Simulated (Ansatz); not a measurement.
**A trial form of Sm3H2**

The calculation used DFT PBE, scalar-relativistic, plane waves, PAW, and for the lanthanide a 4f-in-core norm-conserving potential, in Ansatz. Cutoff 690 eV, Gaussian smearing, Γ-centred meshes. Cell and atoms relax first on a coarse mesh and then on a finer one. In between, the cell is made exact in the group found at 0.06 Å. In metals the finer mesh still leaves noise of several meV/atom or more. The steps can't lower the symmetry of their start. No spin polarisation.

A trial structure of Sm3H2 was built thus: random cell by space group and Wyckoff sites (Pm-3m, No. 221). Lengths were set from tabulated atomic sizes, so they are only a guess.

```
CELL_PARAMETERS angstrom
4.79164 0.00000 0.00000
0.00000 4.79164 0.00000
0.00000 0.00000 4.79164
ATOMIC_POSITIONS crystal
Sm 0.00000 0.50000 0.50000
Sm 0.50000 0.00000 0.50000
Sm 0.50000 0.50000 0.00000
H 0.50000 0.50000 0.50000
H 0.00000 0.00000 0.00000
```

Energies over the elements count from the elements' standard structures at the same level (H₂ as a molecule), with no fitted energy shifts.

Q: Where does the relaxation end?

A: The symmetry stays Pm-3m (No. 221). The volume per atom grows by 2.1 %, from 22.0 to 22.5 Å³. The shortest distance goes from 2.40 Å (Sm–H) to 2.41 Å (Sm–H). Conventional cell: a = 4.825 Å. Sm is surrounded by 2 H at 2.41 Å, 4 H at 3.41 Å and 8 Sm at 3.41 Å; H on its first site is surrounded by 6 Sm at 2.41 Å; H on its second site has 12 Sm at 3.41 Å.

```cif
data_structure
_symmetry_space_group_name_H-M 'P 1'
_symmetry_Int_Tables_number 1
_cell_length_a 4.8246
_cell_length_b 4.8246
_cell_length_c 4.8246
_cell_angle_alpha 90.000
_cell_angle_beta 90.000
_cell_angle_gamma 90.000
_cell_volume 112.30
loop_
_atom_site_label
_atom_site_type_symbol
_atom_site_fract_x
_atom_site_fract_y
_atom_site_fract_z
_atom_site_occupancy
Sm1 Sm 0.00000 0.50000 0.50000 1
Sm2 Sm 0.50000 0.00000 0.50000 1
Sm3 Sm 0.50000 0.50000 0.00000 1
H1 H 0.50000 0.50000 0.50000 1
H2 H 0.00000 0.00000 0.00000 1
```

Q: How does it come out in energy, and is it a metal?

A: The energy over the elements is +0.33 eV/atom and the gap on the 8×8×8 mesh of the 5-atom cell is 0 eV (a metal).

A positive value: parting into the elements would lower its energy.

The last run used Gaussian smearing of 0.10 eV. With hydrogen, zero-point motion can shift formation energies by some tens of meV/atom. A structure relaxed within its symmetry needn't be a true minimum. Another cell of Sm3H2 relaxed alike, in P-6m2, lies 0.41 eV/atom lower, so this cell isn't the stable form at this level.

The lanthanide is trivalent by construction, without f bands, f moments or other valences. The reference runs of the other elements, and any phases without the lanthanide, used 420 eV, which shifts energies against them by under 10 meV/atom. The lanthanide's reference is the lowest of its hcp, dhcp and fcc cells.
